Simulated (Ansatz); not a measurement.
Cs₂NbCuSe₄ in space group Fddd (No. 70; Cs on 16g, Nb on 8b, Cu on 8a, Se on 32h), DFT-LDA in the program Ansatz with PAW potentials. The conduction-band minimum lies on the Z–Γ line, 75 % of the way from Z, with 2 equivalent valleys. Second derivatives d²E/dk² of the lowest band at one valley (eV·Å²), along Cartesian directions:

```csv
direction,d²E/dk²
[100],7.350
[010],1.755
[001],0.7139
[110],4.554
[101],4.035
[011],1.239
```

Problem. Find the principal effective masses, the density-of-states mass and the conductivity mass.

Solution. Off-diagonal terms follow from H_xy = H[110] − (H_xx + H_yy)/2, and m*/mₑ = 7.620 eV·Å² over each eigenvalue: 1.0, 4.3, 11. One valley's DOS mass (m₁m₂m₃)^(1/3) = 3.6, conductivity mass 3/(Σ 1/mᵢ) = 2.3 mₑ.

Problem. What effective density of states Nc follows at 300 K for parabolic valleys?

Solution. Nc = 2.509e19 × 2 × (3.6)^(3/2) ≈ 3.4e20 cm⁻³.

The workflow started from a Materials Project entry (that database holds measured and hypothetical structures alike); the Crystallography Open Database files this formula in space group No. 70, but the cells were not matched. Its standing as an ambient phase is unchecked. The cell was relaxed with LDA under the symmetry of its start; its stability against distortions is not shown here. No spin polarisation was allowed. Scalar-relativistic: spin–orbit coupling is off unless named, which matters more the heavier the elements.

Potentials: the later of the program's two PAW sets.

Edges and masses are those of Kohn–Sham bands, whose gap is no quasiparticle gap.
